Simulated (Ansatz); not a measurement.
Where the states of NiSb lie

```cif
data_structure
_symmetry_space_group_name_H-M 'P 1'
_symmetry_Int_Tables_number 1
_cell_length_a 3.9400
_cell_length_b 3.9400
_cell_length_c 5.1400
_cell_angle_alpha 90.000
_cell_angle_beta 90.000
_cell_angle_gamma 120.000
_cell_volume 69.10
loop_
_atom_site_label
_atom_site_type_symbol
_atom_site_fract_x
_atom_site_fract_y
_atom_site_fract_z
_atom_site_occupancy
Ni1 Ni 0.00000 0.00000 0.00000 1
Ni2 Ni 0.00000 0.00000 0.50000 1
Sb1 Sb 0.33333 0.66667 0.25000 1
Sb2 Sb 0.66667 0.33333 0.75000 1
```

The runs use the primitive cell with vectors (3.940, 0.000, 0.000), (-1.970, 3.412, 0.000), (0.000, 0.000, 5.140) Å, to which the k mesh refers.

Conventional cell: a = 3.940 Å, b = 3.940 Å, c = 5.140 Å, α = 90.00°, β = 90.00°, γ = 120.00°. Around Ni (atom 1) lie 2 Ni at 2.57 Å and 6 Sb at 2.61 Å. Sb (atom 3) has 6 Ni at 2.61 Å as nearest neighbours.

The cell is COD entry 9008903, as deposited and not checked against the literature; nothing was relaxed.

Spin–orbit coupling is left out, though it moves levels of the heavy atoms by tenths of an eV or more.

The calculation used DFT, PBE, all-electron LAPW, scalar-relativistic (Ansatz 0.2.0).

Settings: a Γ-centred 10×10×7 k mesh, Fermi–Dirac smearing of 0.05 eV, basis error target 0.5 meV/atom, spin-polarised from start moments Ni1 1.5, Ni2 1.5 μB (the moments died away, and the run ended non-magnetic).

Task: Which of the resolved shells contributes most within 0.3 eV of the Fermi level?

Result: Ni 3d, with 54 % of all states there; Sb 5p follows with 34 %.

Task: Where is the centre of the filled Ni 3d states between -14 eV and the top of the filled states?

Result: -2.24 eV from the Fermi level.

Task: Tabulate the density of states.

Result: States per eV and cell, averaged over 0.4 eV, from -9.8 to 5.2 eV, with energies (bin centres) from the Fermi level; empty bins are left out. The partial columns, the largest 4 alone, are projections on Löwdin-orthogonalised atomic shells (those that the program's projection atoms carry: the occupied ones and, for some elements, an empty d or f shell; other empty shells have no column), summed over atoms of an element. Weights on diffuse s and p shells depend on that basis and aren't pure angular character.
| E (eV) | total | Ni 3d | Sb 5p | Sb 5s | Ni 4s |
| --- | --- | --- | --- | --- | --- |
| -9.7 | 1.72 | 0.10 | 0.13 | 1.35 | 0.12 |
| -9.3 | 1.72 | 0.12 | 0.13 | 1.36 | 0.09 |
| -8.9 | 0.78 | 0.06 | 0.04 | 0.65 | 0.03 |
| -8.5 | 0.20 | 0.01 | 0.00 | 0.18 | 0.00 |
| -6.5 | 0.23 | 0.01 | 0.15 | 0.01 | 0.05 |
| -6.1 | 1.55 | 0.14 | 0.98 | 0.11 | 0.29 |
| -5.7 | 1.76 | 0.20 | 1.20 | 0.11 | 0.22 |
| -5.3 | 1.91 | 0.30 | 1.27 | 0.13 | 0.19 |
| -4.9 | 1.44 | 0.31 | 0.87 | 0.12 | 0.12 |
| -4.5 | 1.99 | 0.55 | 1.13 | 0.13 | 0.15 |
| -4.1 | 1.98 | 0.73 | 1.02 | 0.08 | 0.12 |
| -3.7 | 4.25 | 2.17 | 1.82 | 0.06 | 0.15 |
| -3.3 | 4.18 | 2.42 | 1.48 | 0.06 | 0.14 |
| -2.9 | 7.19 | 4.98 | 1.93 | 0.06 | 0.08 |
| -2.5 | 6.62 | 4.83 | 1.48 | 0.05 | 0.08 |
| -2.1 | 9.77 | 9.29 | 0.19 | 0.01 | 0.08 |
| -1.7 | 7.43 | 6.87 | 0.29 | 0.04 | 0.09 |
| -1.3 | 7.19 | 6.50 | 0.44 | 0.09 | 0.08 |
| -0.9 | 3.14 | 2.30 | 0.62 | 0.08 | 0.05 |
| -0.5 | 2.41 | 1.53 | 0.68 | 0.09 | 0.04 |
| -0.1 | 2.29 | 1.29 | 0.74 | 0.15 | 0.04 |
| 0.3 | 2.22 | 1.01 | 0.87 | 0.21 | 0.05 |
| 0.7 | 1.56 | 0.58 | 0.74 | 0.13 | 0.04 |
| 1.1 | 1.42 | 0.48 | 0.70 | 0.10 | 0.06 |
| 1.5 | 2.12 | 0.60 | 1.15 | 0.12 | 0.11 |
| 1.9 | 1.55 | 0.38 | 0.90 | 0.08 | 0.07 |
| 2.3 | 1.48 | 0.32 | 0.92 | 0.06 | 0.08 |
| 2.7 | 1.73 | 0.34 | 1.11 | 0.05 | 0.10 |
| 3.1 | 1.61 | 0.27 | 1.05 | 0.03 | 0.11 |
| 3.5 | 0.96 | 0.13 | 0.61 | 0.01 | 0.12 |
| 3.9 | 0.99 | 0.11 | 0.35 | 0.01 | 0.29 |
| 4.3 | 1.41 | 0.09 | 0.31 | 0.04 | 0.46 |
| 4.7 | 2.14 | 0.10 | 0.44 | 0.05 | 0.62 |
| 5.1 | 2.00 | 0.08 | 0.47 | 0.04 | 0.67 |
